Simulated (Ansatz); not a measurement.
K (bcc (W type)), relaxed with LDA (Ansatz, a program for electronic structure, plane waves, PAW): a = 5.0459 Å, b = 5.0459 Å, c = 5.0459 Å, α = 90.00°, β = 90.00°, γ = 90.00°.

- B₀ by P(V) fit (GPa): 4.5
- K_Hill (GPa): 4.4
- G_Hill (GPa): 1.4
- Θ_D (K): 99.2

**Question.** The same phase is relaxed and computed with PBEsol in the same code. What are the cell and these values now?

**Answer.** a = 5.2126 Å, b = 5.2126 Å, c = 5.2126 Å, α = 90.00°, β = 90.00°, γ = 90.00°.

B₀ by P(V) fit (GPa): 3.7
K_Hill (GPa): 3.7
G_Hill (GPa): 1.3
Θ_D (K): 95.7

All cells were relaxed under the symmetry of their starts (and spin orders); stability against distortions was not tested throughout.

Potentials: the later of the program's two PAW sets.

Ansatz is a plane-wave DFT program.
